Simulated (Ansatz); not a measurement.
Data:

Starting cell, GaP (zinc blende):

```yaml
crystal:
  lattice:
    - [0.00000, 2.72587, 2.72587]
    - [2.72587, 0.00000, 2.72587]
    - [2.72587, 2.72587, 0.00000]
  atoms:
    - { symbol: P, position: [0.75000, 0.75000, 0.75000] }
    - { symbol: Ga, position: [0.00000, 0.00000, 0.00000] }
```

In each cell atom 2 (Ga, nearest neighbour P at 2.361 Å; its periodic images, 3.9 Å or more away, move with it) moves by s·(0.707, 0.707, 0.000) (along Cartesian [110]), the rest being held.

Calculation: r2SCAN (plane waves to 500 eV, PAW, scalar-relativistic; Ansatz, an electronic-structure program). k mesh 8×8×8 (Γ-centred), Fermi-Dirac smearing 0.05 eV. The energy includes the smearing's −TS. As the smearing reaches across the gap at some points, energies and forces of such displacements shift with the k mesh and the smearing. GaP was relaxed with its symmetry unable to fall. The PAW data are Ansatz's earlier set. The zero of ΔE is the undisplaced structure.

The scan covers s from -0.710 to 0.710 Å in 11 points.

Problem. Is this a single well or a double well?

Solution. A single well with its minimum at or next to zero displacement.

Problem. Is the energy the same for equal positive and negative displacements?

Solution. Even: the same for both signs. With its periodic images moving along, the atom's site symmetry in this cell is -43m.

Problem. What force acts on the atom along the line at s = -0.710 Å?

Solution. 8.87 eV/Å.

Problem. What is the force constant k = d²E/ds² of this move at s = 0?

Solution. 10.2 eV/Å².

(A displaced cell: forces are minus the slopes of the energy, force constants its curvatures, and phonons follow from these.)
